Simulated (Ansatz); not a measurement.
K3NaS2O8 — O-17 nuclear quadrupole resonance

Cell: a structure deposited in the COD, ions relaxed with PBE at fixed cell.

```cif
data_K3NaS2O8
_symmetry_space_group_name_H-M 'P-3m1'
_symmetry_Int_Tables_number 164
_cell_length_a 5.6801
_cell_length_b 5.6801
_cell_length_c 7.3090
_cell_angle_alpha 90.000
_cell_angle_beta 90.000
_cell_angle_gamma 120.000
loop_
_atom_site_label
_atom_site_type_symbol
_atom_site_symmetry_multiplicity
_atom_site_Wyckoff_symbol
_atom_site_fract_x
_atom_site_fract_y
_atom_site_fract_z
K1 K 1 a 0.0000 0.0000 0.0000
K2 K 2 d 0.6667 0.3333 0.6745
Na Na 1 b 0.0000 0.0000 0.5000
S S 2 d 0.6667 0.3333 0.2305
O7 O 2 d 0.6667 0.3333 0.0289
O9 O 6 i 0.8098 0.1902 0.3030
```

One atom of each set is listed.

All values are calculated (Ansatz; DFT, PBE, plane waves and PAW, scalar-relativistic, 420 eV cutoff, Γ-centred 5×5×4 k-points, Fermi–Dirac smearing 0.02 eV), not measured.

O-17: I = 5/2, Q = -25.58 mb (year-2017 value). Static lattice, zero field.

Task: Predict the zero-field O-17 lines of each site.

Result: For I = 5/2 and η = 0 the lines are 3|C_Q|/20 and twice that; η pulls their ratio below 2.

```
site  atoms  V_zz (10²¹ V/m²)  C_Q (MHz)     η  line frequencies (MHz)
  O7      2             13.18      -8.15  0.00              1.22, 2.45
  O9      6             13.49      -8.35  0.01              1.25, 2.50
```

An axis of threefold or higher order runs through O7, so V_zz lies along it and η is zero. At O9 V_zz points along its bond to S (within 1°).
